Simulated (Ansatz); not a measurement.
**Zone-centre phonons of RbNaSe2: input and output**

Computed with DFT PBE, scalar-relativistic, plane waves, PAW (Ansatz).

It can be run as:
```bash
ansatz run input.yaml --threads 4 --pin off --backend cpu --events-out ev --progress --plain --runs-dir out  # memory cap (--max-ram) not shown
```

Input (bare energies are in eV):
```yaml
crystal:
  lattice:
    - [5.3363396245, 0.0, 0.0]
    - [-2.6681698122, 4.621405678, 0.0]
    - [0.0, 0.0, 10.500042013]
  atoms:
    - { symbol: Rb, position: [0.3333333333, 0.6666666667, 0.25] }
    - { symbol: Rb, position: [0.6666666667, 0.3333333333, 0.75] }
    - { symbol: Na, position: [0.0, 0.0, 0.0] }
    - { symbol: Na, position: [0.0, 0.0, 0.5] }
    - { symbol: Se, position: [0.3333333333, 0.6666666667, 0.6322706226] }
    - { symbol: Se, position: [0.6666666667, 0.3333333333, 0.1322706226] }
    - { symbol: Se, position: [0.6666666667, 0.3333333333, 0.3677293774] }
    - { symbol: Se, position: [0.3333333333, 0.6666666667, 0.8677293774] }
basis:
  ecutwfc: 420
kpoints:
  mp_grid: { grid: [9, 9, 4] }
hamiltonian:
  xc: pbe
scf:
  occupations: { method: fixed }
output:
  eigenvalues: true
phonons:
  method: dfpt
  dielectric: true
  rigid_motions: translations
  eigenvectors: true
```

The end of the output:
```
--- Phonons (Γ-DFPT): 6 representative perturbations + reference, on 95 of 324 k-points (Σ response iterations 20) ---
  k mesh reduced under 2 symmetry operations, with k and −k counted as one. Each operation leaves every solved perturbation unchanged. A smaller set is not considered because the run solves the response ...
  ASR residual: 3.877e-5 → 0.000e0 eV/Å²; symmetrization residual: 2.221e-5 eV/Å²
  ASR residual per site (eV/Å²): 6.43e-6 6.43e-6 1.49e-5 1.49e-5 3.88e-5 3.88e-5 3.88e-5 3.88e-5
  Γ frequencies (cm⁻¹): 0.00 0.00 0.00 1.68 1.68 52.97 58.93 58.93 67.62 69.68 69.68 85.05 85.05 90.21 96.93 96.93 102.94 123.26 123.26 123.45 123.45 124.27 222.31 230.45
  ε∞ (high-frequency dielectric tensor):
        4.332876     0.000000     0.000000
       -0.000000     4.332876     0.000000
        0.000000     0.000000     6.245142
  ε⁰ (static dielectric tensor: ions relaxed, cell fixed):
       13.461929    -0.000000     0.000000
       -0.000000    13.461929     0.000000
        0.000000     0.000000    14.905977
  ε⁰ − ε∞ (ionic part):
        9.129054    -0.000000     0.000000
       -0.000000     9.129054     0.000000
        0.000000     0.000000     8.660836
  softest optical mode at Γ: 1.68 cm⁻¹; the repairs (sum rule, projections) moved no ω² at Γ by more than (2.55 cm⁻¹)²
  that mode's ω² lies WITHIN that bound: the repairs may have decided a large share of ε⁰
  Born effective charges Z* (e; rows j = field, columns β = displacement):
    site 0:
         0.91727    0.00000    0.00000
         0.00000    0.91727   -0.00000
         0.00000   -0.00000    1.31412
    site 1:
         0.91727    0.00000    0.00000
         0.00000    0.91727   -0.00000
         0.00000   -0.00000    1.31412
    site 2:
         1.43052   -0.00000    0.00000
         0.00000    1.43052    0.00000
         0.00000   -0.00000    1.15644
    site 3:
         1.43052   -0.00000    0.00000
         0.00000    1.43052    0.00000
         0.00000    0.00000    1.15644
    site 4:
        -1.17390    0.00000   -0.00000
        -0.00000   -1.17390   -0.00000
        -0.00000    0.00000   -1.23528
    site 5:
        -1.17390   -0.00000   -0.00000
        -0.00000   -1.17390   -0.00000
        -0.00000   -0.00000   -1.23528
    site 6:
        -1.17390    0.00000   -0.00000
        -0.00000   -1.17390   -0.00000
        -0.00000    0.00000   -1.23528
    site 7:
        -1.17390    0.00000   -0.00000
        -0.00000   -1.17390   -0.00000
        -0.00000    0.00000   -1.23528
  Z* charge neutrality: 8.250e-3 e pre-enforcement
  solved inside a basis spanned on kpoints, on 10×10×4 k-points, its susceptibility summed on 12×12×6: ε∞ is read to err by 2.8e-2, Z* by 2.7e-2 e (field_mesh: kpoints solves on kpoints); Z* is corrected for ...
  optical modes at Γ without the LO–TO term, one row a degenerate level:
      ω (cm⁻¹) modes IR ((D/Å)²/amu)
          1.68      2             0.0000
         52.97      1             0.0000
         58.93      2             0.0000
         67.62      1             4.3593
         69.68      2            10.0224
         85.05      2             0.0000
         90.21      1             0.0000
         96.93      2             0.0000
        102.94      1             1.0403
        123.26      2             0.0000
        123.45      2             2.3211
        124.27      1             0.0000
        222.31      1             0.0000
        230.45      1             0.0000
  optical modes at Γ + LO–TO along q̂ = [1.0000, 0.0000, 0.0000]:
      ω (cm⁻¹) modes IR ((D/Å)²/amu)
          1.68      2             0.0000
         52.97      1             0.0000
         58.93      2             0.0000
         67.62      1             4.3593
         69.68      1             5.0112
         85.05      2             0.0000
         90.21      1             0.0000
         96.93      2             0.0000
        102.94      1             1.0403
        105.26      1             1.4090
        123.26      2             0.0000
        123.45      1             1.1606
        124.27      1             0.0000
        144.04      1             4.7628
        222.31      1             0.0000
        230.45      1             0.0000
  optical modes at Γ + LO–TO along q̂ = [0.0000, 1.0000, 0.0000]:
      ω (cm⁻¹) modes IR ((D/Å)²/amu)
          1.68      2             0.0000
         52.97      1             0.0000
         58.93      2             0.0000
         67.62      1             4.3593
         69.68      1             5.0112
         85.05      2             0.0000
         90.21      1             0.0000
         96.93      2             0.0000
        102.94      1             1.0403
        105.26      1             1.4090
        123.26      2             0.0000
        123.45      1             1.1606
        124.27      1             0.0000
        144.04      1             4.7628
        222.31      1             0.0000
        230.45      1             0.0000
  optical modes at Γ + LO–TO along q̂ = [0.0000, 0.0000, 1.0000]:
      ω (cm⁻¹) modes IR ((D/Å)²/amu)
          1.68      2             0.0000
         52.97      1             0.0000
         58.93      2             0.0000
         69.68      2            10.0224
         85.05      2             0.0000
         90.21      1             0.0000
         90.66      1             1.1230
         96.93      2             0.0000
        118.63      1             4.2767
        123.26      2             0.0000
        123.45      2             2.3211
        124.27      1             0.0000
        222.31      1             0.0000
        230.45      1             0.0000
```

The cell was built by swapping an element in a database structure (itself possibly hypothetical) and relaxing; it need not be the stable form of this composition.